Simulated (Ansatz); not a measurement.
Polymorphs of Ru, each relaxed with PBEsol (plane waves, PAW; program Ansatz):

A: body-centred tetragonal (I4/mmm)
a = 3.1965 Å, b = 3.1965 Å, c = 2.7058 Å, α = 90.00°, β = 90.00°, γ = 90.00°

```csv
atom,site,symmetry,x,y,z
Ru,2a,4/mmm,0.0000,0.0000,0.0000
```

B: diamond (Fd-3m)
a = 5.391 Å, b = 5.391 Å, c = 5.391 Å, α = 90.00°, β = 90.00°, γ = 90.00°

```tsv
atom	site	symmetry	x	y	z
Ru	8b	-43m	0.5000	0.5000	0.5000
```

Question: Put the candidates in order of energy per atom at 0 K, lowest first, for PBEsol.

Answer: A (+0 meV/atom), B (+805 meV/atom)

Spin orders computed, not proven ground states: A ferromagnetic. Typed or built starts, not in the databases checked: A; B. Not the usual ambient phase: A; B. Began spin-polarised and lost the moments: B. Unstable at this level: B. All cells were relaxed under the symmetry of their starts (and spin orders); stability against distortions was not tested throughout. Spin–orbit coupling is left out wherever it is not named.

Energies hold the estimated change up to a 700 eV cutoff; steps of a few meV lie near the error of the meshes.

Potentials: the later of the program's two PAW sets.
